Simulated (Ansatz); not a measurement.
HfO2 (fluorite, Fm-3m) under volume change, r²SCAN (plane waves, PAW; program Ansatz), scaled uniformly.

| V (Å³/atom) | E − E(relaxed) (meV/atom) | P (GPa) |
|---|---|---|
| 9.819 | 86.7 | 31.05 |
| 10.143 | 36.4 | 19.04 |
| 10.466 | 8.6 | 8.77 |
| 10.790 | 0.0 | -0.03 |
| 11.114 | 7.8 | -7.55 |
| 11.437 | 29.8 | -13.99 |
| 11.761 | 63.8 | -19.51 |

Problem. What does a third-order Birch–Murnaghan fit give for V₀, B₀ and B′?

Solution. V₀ = 10.79 Å³/atom, B₀ = 271 GPa, B′ = 4.2.

This is a known high-temperature phase of the composition, computed here at zero pressure and temperature. The r²SCAN relaxation kept the symmetry of its start. At this level the phase is dynamically unstable (imaginary phonons). No spin polarisation was allowed. Spin–orbit coupling is left out wherever it is not named.

Potentials: the earlier of the program's two PAW sets.
